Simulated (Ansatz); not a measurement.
An ordered 4-atom cell of MgGeSb2 on the zincblende lattice (P-4m2) was relaxed with 5 functionals in the PAW code Ansatz, cell and atoms free, the symmetry of the start kept (meshes: PBE 6×6×4, r2SCAN 6×6×4, PBEsol 6×6×4, LDA 6×6×4, HSE06 4×4×2). These are computed values for a spin-unpolarised cell that may be hypothetical; none is a measurement.

The LDA result:
```cif
data_structure
_symmetry_space_group_name_H-M 'P-4m2'
_symmetry_Int_Tables_number 115
_cell_length_a 4.3491
_cell_length_b 4.3491
_cell_length_c 6.3937
_cell_angle_alpha 90.000
_cell_angle_beta 90.000
_cell_angle_gamma 90.000
_cell_volume 120.93
loop_
_atom_site_label
_atom_site_type_symbol
_atom_site_symmetry_multiplicity
_atom_site_Wyckoff_symbol
_atom_site_fract_x
_atom_site_fract_y
_atom_site_fract_z
_atom_site_occupancy
Mg1 Mg 1 a 0.00000 0.00000 0.00000 1
Sb1 Sb 2 g 0.00000 0.50000 0.25993 1
Ge1 Ge 1 c 0.50000 0.50000 0.50000 1
```

The symmetry is P-4m2 (No. 115, tetragonal); a = 4.349 Å, c = 6.394 Å in the conventional setting, 30.23 Å³ an atom. Mg is surrounded by 4 Sb at 2.74 Å; Sb is surrounded by 2 Ge at 2.66 Å and 2 Mg at 2.74 Å; Ge is surrounded by 4 Sb at 2.66 Å.

Problem. What lattice does r2SCAN give?

Solution. a = 4.402 Å, c = 6.495 Å; the volume differs by +4.1 % from LDA's. Around Mg lie 4 Sb at 2.78 Å; around Sb lie 2 Ge at 2.69 Å and 2 Mg at 2.78 Å; around Ge lie 4 Sb at 2.69 Å.

Problem. How does the cell change with PBEsol?

Solution. a = 4.390 Å, c = 6.464 Å; the volume differs by +3.0 % from LDA's. Around Mg lie 4 Sb at 2.77 Å; around Sb lie 2 Ge at 2.69 Å and 2 Mg at 2.77 Å; around Ge lie 4 Sb at 2.69 Å.

Problem. Held at the r2SCAN cell, what mean stress do LDA and PBE find, and does its sign point to their own minimum?

Solution. Yes. LDA -1.67 GPa, and its relaxed volume is -3.9 % from r2SCAN's; PBE +1.29 GPa, and its relaxed volume is +3.2 % from r2SCAN's. Compression counts positive, so a positive stress asks for a larger cell.

The cell is metallic with PBE, r2SCAN, PBEsol, LDA, HSE06, and these meshes limit the relaxed cells of a metal.
